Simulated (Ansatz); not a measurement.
## Energy against volume for HfO2 (baddeleyite type, space group P2_1/c)

HfO2 (baddeleyite type, space group P2_1/c)

```cif
data_Hf4O8
_chemical_formula_sum 'Hf4 O8'
_space_group_name_H-M_alt 'P 1'
_space_group_IT_number 1
_cell_length_a 5.16120
_cell_length_b 5.21182
_cell_length_c 5.35228
_cell_angle_alpha 90.000
_cell_angle_beta 99.660
_cell_angle_gamma 90.000
loop_
_space_group_symop_operation_xyz
  'x, y, z'
loop_
_atom_site_label
_atom_site_type_symbol
_atom_site_fract_x
_atom_site_fract_y
_atom_site_fract_z
_atom_site_occupancy
Hf1 Hf 0.27574 0.04289 0.20837 1
Hf2 Hf 0.72426 0.54289 0.29163 1
Hf3 Hf 0.72426 0.95711 0.79163 1
Hf4 Hf 0.27574 0.45711 0.70837 1
O1 O 0.06715 0.32865 0.34844 1
O2 O 0.93285 0.82865 0.15156 1
O3 O 0.93285 0.67135 0.65156 1
O4 O 0.06715 0.17135 0.84844 1
O5 O 0.44917 0.75721 0.47664 1
O6 O 0.55083 0.25721 0.02336 1
O7 O 0.55083 0.24279 0.52336 1
O8 O 0.44917 0.74279 0.97664 1
```

The volume is varied about the relaxed value V₀ at fixed cell shape. The atoms relax within the cell's symmetry.

These are PBE (plane waves to 420 eV, PAW, scalar-relativistic; Ansatz, an electronic-structure program) values and carry that method's errors. k mesh 5×5×5 (Γ-centred), Fermi-Dirac smearing 0.05 eV. The energy includes the smearing's −TS. Compression counts positive. The relaxing atoms change the space group within the scan (C2/c at V/V₀ = 1.160), so nothing is fitted. HfO2 is run without spin polarisation. HfO2 was relaxed with its symmetry unable to fall. Spin-orbit coupling is left out, though Hf is heavy. ΔE is measured from the relaxed starting cell.

```
V (Å³/cell)  ΔE (meV/atom)  P (GPa)
-----------  -------------  -------
119.22               225.4     42.2
123.01               151.4     33.1
126.79                94.2     25.1
130.58                51.8     18.0
134.36                22.6     11.7
138.15                 5.5      5.7
141.93                 0.0      0.0
145.72                 5.1     -5.0
149.50                19.1     -9.1
153.29                40.0    -11.7
157.07                63.6    -11.8
160.85                85.8    -10.6
164.64               106.2    -10.4
```

Summary:

The pressure at the smallest volume is 42.2 GPa, the energy cost of the largest compression is 225.4 meV/atom and the energy cost of the largest expansion is 106.2 meV/atom.

(A scan under strain: stresses follow from slopes of the energy per volume, elastic moduli from its curvatures.)
